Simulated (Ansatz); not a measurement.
KTaO3 (cubic perovskite)

```cif
data_KO3Ta
_chemical_formula_sum 'K1 Ta1 O3'
_space_group_name_H-M_alt 'Pm-3m'
_space_group_IT_number 221
_space_group_name_Hall '-P 4 2 3'
_cell_length_a 4.02318
_cell_length_b 4.02318
_cell_length_c 4.02318
_cell_angle_alpha 90.000
_cell_angle_beta 90.000
_cell_angle_gamma 90.000
loop_
_atom_site_label
_atom_site_type_symbol
_atom_site_symmetry_multiplicity
_atom_site_Wyckoff_symbol
_atom_site_fract_x
_atom_site_fract_y
_atom_site_fract_z
_atom_site_occupancy
K1 K 1 a 0.00000 0.00000 0.00000 1
Ta1 Ta 1 b 0.50000 0.50000 0.50000 1
O1 O 3 c 0.00000 0.50000 0.50000 1
```

The relaxed cell is deformed in two ways at once: its volume V is scaled, and at that volume it is stretched along z (the c axis of the conventional cell) so that c/a changes. Fractional atomic positions are held.

These are PBE (plane waves to 420 eV, PAW, scalar-relativistic; Ansatz, an electronic-structure program) values and carry that method's errors. k mesh 8×8×8 (Γ-centred), Fermi-Dirac smearing 0.05 eV. The energy includes the smearing's −TS. KTaO3 is run without spin polarisation. KTaO3 was relaxed with its symmetry unable to fall. Spin-orbit coupling is left out, though Ta is heavy. The PAW data are Ansatz's earlier set. The zero of ΔE is the relaxed starting cell.

| ΔE (kJ/mol of atoms) | V/V₀ = 0.920 | V/V₀ = 0.960 | V/V₀ = 1.000 | V/V₀ = 1.040 | V/V₀ = 1.080 |
|---|---|---|---|---|---|
| (c/a)/(c/a)₀ = 0.880 | 26.65 | 20.11 | 16.77 | 16.00 | 17.33 |
| (c/a)/(c/a)₀ = 0.940 | (withheld) | 5.38 | 3.63 | 4.31 | (withheld) |
| (c/a)/(c/a)₀ = 1.000 | 5.52 | 1.28 | 0.00 | 1.10 | 4.11 |
| (c/a)/(c/a)₀ = 1.060 | 9.23 | 4.54 | 2.87 | 3.61 | 6.30 |
| (c/a)/(c/a)₀ = 1.120 | 19.07 | 13.18 | (withheld) | (withheld) | 12.03 |

**Question.** Complete the blanks.

**Answer.** 
- (c/a)/(c/a)₀ = 0.940, V/V₀ = 0.920: 10.14
- (c/a)/(c/a)₀ = 0.940, V/V₀ = 1.080: 6.94
- (c/a)/(c/a)₀ = 1.120, V/V₀ = 1.000: 10.43
- (c/a)/(c/a)₀ = 1.120, V/V₀ = 1.040: 10.21

(Under strain, the slope of the energy per volume gives the stress and its curvature an elastic modulus.)
